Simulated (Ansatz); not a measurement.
Here is the system:

MoW:
```cif
data_MoW
_chemical_formula_sum 'Mo1 W1'
_space_group_name_H-M_alt 'P 1'
_space_group_IT_number 1
_cell_length_a 3.68514
_cell_length_b 3.68514
_cell_length_c 3.68514
_cell_angle_alpha 60.000
_cell_angle_beta 60.000
_cell_angle_gamma 60.000
loop_
_space_group_symop_operation_xyz
  'x, y, z'
loop_
_atom_site_label
_atom_site_type_symbol
_atom_site_fract_x
_atom_site_fract_y
_atom_site_fract_z
_atom_site_occupancy
Mo1 Mo 0.00000 0.00000 0.00000 1
W1 W 0.50000 0.50000 0.50000 1
```

This is the r²SCAN-relaxed structure.

Q: All from DFT-r²SCAN in the program Ansatz with PAW potentials, unless another level is named. Give the formation energy from the elements (no fitted shifts).

A: 135 kJ/mol of atoms.

Q: Next, the density of states at the Fermi level?

A: 1.1 states/eV per atom (mean over ±0.08 eV).

Space group Fm-3m (rock salt). The start of the workflow was typed in or built on a structure type; neither database checked (COD, Materials Project) lists it. Its standing as an ambient phase is unchecked. The cell was relaxed with r²SCAN under the symmetry of its start. At this level the phase is mechanically unstable. No spin polarisation was allowed. Its formation energy is positive at this level, so the cell may be metastable or incomplete. The references are the lowest solids computed at this level, not always the standard phases. Scalar-relativistic: spin–orbit coupling is off unless named, which matters more the heavier the elements.

Potentials: the later of the program's two PAW sets.
